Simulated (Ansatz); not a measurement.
Relaxed-ion elastic tensor of SrTiO3 in space group I4/mcm (No. 140; Sr on 4b, Ti on 4c, O on 8h, O on 4a) in GPa (Voigt order), PBEsol (plane waves, PAW; program Ansatz); density 5.18 g/cm³, 11.76 Å³ per atom.

```csv
,1,2,3,4,5,6
1,320,92.9,119,0.0,0.0,0.0
2,92.9,320,119,0.0,0.0,0.0
3,119,119,345,0.0,0.0,0.0
4,0.0,0.0,0.0,85.6,0.0,0.0
5,0.0,0.0,0.0,0.0,85.6,0.0
6,0.0,0.0,0.0,0.0,0.0,121
```

Q: Is the crystal mechanically stable?

A: Yes: the smallest eigenvalue of C is 85.6 GPa.

Q: Work out the Voigt, Reuss and Hill averages.

A: K_V = 183, K_R = 182, K_H = 182; G_V = 102, G_R = 99.8, G_H = 101 GPa.

Q: Give Young's modulus, Poisson's ratio, Pugh's ratio and the universal anisotropy index.

A: E = 9KG/(3K + G) = 256 GPa; ν = 0.27; K/G = 1.81 (near the Pugh limit of 1.75, no verdict); A_U = 5G_V/G_R + K_V/K_R − 6 = 0.11.

Q: Estimate the sound speeds and the Debye temperature.

A: v_l = √((K + 4G/3)/ρ) = 7820 m/s, v_t = √(G/ρ) = 4410 m/s, mean 4910 m/s; Θ = (h/k)(3n/4πV)^(1/3) v_m = 643 K.

Q: How much does each axis shrink under pressure?

A: Linear compressibilities β_i = Σ_j S_ij (j = 1 to 3): x 2.0, y 2.0, z 1.5 per TPa.

The first step of the workflow began from a Materials Project structure, measured or hypothetical; the Crystallography Open Database files this formula in space group No. 140, but the cells were not matched. It is not the phase usual at ambient conditions (space group No. 221). Symmetry was held in the PBEsol relaxation. At this level the phase is dynamically unstable (imaginary phonons). No spin polarisation was allowed.

Potentials: the earlier of the program's two PAW sets. The files were generated under PBE; for other functionals the program regenerates the frozen cores, and for LDA and PBEsol the local potential too.
